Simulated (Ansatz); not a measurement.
Te (trigonal-Te type, space group P3_121)

```
Te
1.0
    4.52090     0.00000     0.00000
   -2.26045     3.91521     0.00000
    0.00000     0.00000     5.95427
Te
3
Direct
  0.26811   0.00000   0.33333
  0.00000   0.26811   0.66667
  0.73189   0.73189   0.00000
```

This relaxed cell (volume V₀) is scaled evenly in all directions, its shape held. The atoms relax within the cell's symmetry.

These are PBE (plane waves to 420 eV, PAW, scalar-relativistic; Ansatz, a quantum-chemistry and plane-wave program) values and carry that method's errors. k mesh 9×9×6 (Γ-centred), Fermi-Dirac smearing 0.05 eV. E stands for the smeared free energy. Compression counts positive. With the shape held, the modulus is that of even scaling; a crystal free to change shape is softer. Spin-orbit coupling is left out, though Te is heavy. Te was relaxed with its symmetry unable to fall. ΔE is measured from the relaxed starting cell. The last digit holds for this mesh only.

```tsv
V (Å³/atom)	ΔE (meV/atom)
31.618	34.3
32.203	22.7
32.789	withheld
33.374	7.4
33.960	3.1
34.545	0.8
35.131	0.0
35.716	0.7
36.302	2.6
36.887	5.5
37.473	9.4
38.058	14.0
38.644	19.4
```

**Question.** Fit a third-order Birch-Murnaghan form (E₀, V₀, B₀, B₀′ free) to the given rows and predict ΔE at V = 32.789.

**Answer.** Least squares on the 12 given rows: ΔE = E₀ + (9V₀B₀/16)·y²·[2 + (B₀′ − 4)y], y = (V₀/V)^(2/3) − 1, with V₀ = 35.135 Å³/atom, B₀ = 23.25 GPa (160.2 GPa = 1 eV/Å³; the term in eV is multiplied by 1000), B₀′ = 7.48, E₀ = 0.01 meV/atom; root-mean-square residual 0.03 meV/atom. At 32.789 the fit gives 13.8 meV/atom; the calculation gives 13.8 meV/atom, the same to the digits shown. For the pressure the fit gives 2.1 GPa against the computed 2.1 GPa.

(A scan under strain: stresses follow from slopes of the energy per volume, elastic moduli from its curvatures.)
